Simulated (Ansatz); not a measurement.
Relaxed WC (WC type, space group P-6m2):

```yaml
crystal:
  lattice:
    - [5.82432, 0.00000, 0.00000]
    - [-1.45608, 2.52201, 0.00000]
    - [0.00000, 0.00000, 2.83623]
  atoms:
    - { symbol: W, position: [0.00000, 0.00000, 0.00000] }
    - { symbol: W, position: [0.50000, 0.00000, 0.00000] }
    - { symbol: C, position: [0.33333, 0.33333, 0.50000] }
    - { symbol: C, position: [0.83333, 0.33333, 0.50000] }
```

These are r2SCAN (plane waves to 500 eV, PAW, scalar-relativistic; Ansatz, a program for electronic structure) values and carry that method's errors. k mesh 15×15×13 (Γ-centred), Fermi-Dirac smearing 0.05 eV. With partly filled bands, energies and forces of such displacements shift with the k mesh and the smearing. Spin-orbit coupling is left out, though W is heavy. WC is run without spin polarisation. WC was relaxed with its symmetry unable to fall.

One atom of the cell was then moved (with its periodic images), all else fixed, and the forces (eV/Å) came out as:

| atom | Fx | Fy | Fz |
|---|---|---|---|
| W1 | 0.645 | 3.286 | -2.296 |
| W2 | -0.744 | -0.925 | 0.669 |
| C3 | 0.046 | -0.527 | 0.317 |
| C4 | 0.053 | -1.835 | 1.309 |

### Question
Which atom was moved, and by which vector (Å)?

### Answer
W1, by (0.00, -0.13, 0.11), 0.18 Å in all.

(For displaced atoms, the force is minus the slope of the energy, and its curvature is a force constant, which sets phonon frequencies.)
